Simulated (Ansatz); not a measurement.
# Property card for AlO

AlO:
```yaml
crystal:
  lattice:
    - [2.94750, 0.00000, 0.00000]
    - [-1.47375, 2.55261, 0.00000]
    - [0.00000, 0.00000, 12.84636]
  atoms:
    - { symbol: Al, position: [0.33333, 0.66667, 0.14842] }
    - { symbol: Al, position: [0.66667, 0.33333, 0.64842] }
    - { symbol: Al, position: [0.66667, 0.33333, 0.85158] }
    - { symbol: Al, position: [0.33333, 0.66667, 0.35158] }
    - { symbol: O, position: [0.33333, 0.66667, 0.59891] }
    - { symbol: O, position: [0.66667, 0.33333, 0.09891] }
    - { symbol: O, position: [0.66667, 0.33333, 0.40109] }
    - { symbol: O, position: [0.33333, 0.66667, 0.90109] }
```

Space group P6_3/mmc (No. 194); conventional cell a = b = 2.948 Å, c = 12.846 Å, α = β = 90.00°, γ = 120.00°.

Method: DFT-r²SCAN+D4 in the program Ansatz with PAW potentials. The cell and atoms are relaxed at this level. Other levels are named where they apply.

Cell and energy:

- Volume per atom = 12.08 Å³
- Density = 2.95 g/cm³
- Formation energy from the elements (no fitted shifts) = -2.44 eV/atom

Electronic structure:

- Band gap = 1.26 eV (indirect)
- Valence-band maximum = at H
- Conduction-band minimum = at M (3 equivalent valleys)
- Smallest direct gap on the standard path = 1.53 eV
- Electron effective mass = 0.23, 0.86, 0.94 mₑ (principal values)
- HSE06 gap on the r²SCAN+D4 cell = 1.62 eV

Mechanics:

- Elastic constants (relaxed ions, GPa) = C11 = 291, C12 = 111, C13 = 32.9, C33 = 58.9, C44 = 31.1
- Mechanical stability = stable (all eigenvalues of C positive)
- Hill bulk and shear moduli = 82.9 and 52.0 GPa
- Young's modulus = 129 GPa
- Poisson's ratio = 0.24
- Debye temperature from the elastic constants = 604 K

A made-up cell: these elements were put on the sites of a structure type; neither database checked (COD, Materials Project) lists it. Whether it is the stable phase at ambient conditions was not checked. The r²SCAN+D4 relaxation kept the symmetry of its start; its stability against distortions is not shown here. The references are the lowest solids computed at this level, not always the standard phases (solids in place of the gases).

Potentials: the earlier of the program's two PAW sets. The files were generated under PBE; for other functionals the program regenerates the frozen cores, and for LDA and PBEsol the local potential too.
